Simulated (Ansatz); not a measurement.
# Yb: reading a single point

```
Yb
1.0
     3.47709    0.00000    0.00000
    -1.73854    3.01125    0.00000
     0.00000    0.00000    5.48808
Yb
2
Direct
  0.33330 0.66670 0.25000
  0.66660 0.33330 0.75000
```

Level: r2SCAN, no spin polarisation; 500 eV; 8×8×5 Γ-centred mesh; fermi-dirac occupations (width 0.0133 eV); Ansatz 0.2.0, fixed geometry.

Metal or insulator?

It is a metal, with about 4.2 states/eV a cell as the mean within 0.25 eV of the Fermi level, mostly Yb f (65 %) and Yb d (33 %).

Describe some of the short contacts.

Yb–Yb at 3.40 Å: least valence density 0.10 e/Å³ and ELF 0.14 there. Both are smooth PAW fields, read partly inside the augmentation spheres.

Are the atoms at rest?

The forces vanish by the symmetry of the sites.

Is the cell too large or too small?

The pressure is 5.2 GPa (compression positive), so with the atoms held at these fractions the cell would first expand. The principal stresses 4.2, 4.2, 7.1 GPa differ, so its shape would change too.

Origin: a known structure type with other elements, at an estimated volume, so it need not be a known compound. Caveats: no spin polarisation, so a magnetic state may lie lower; f levels without a U or exact exchange are poorly placed.
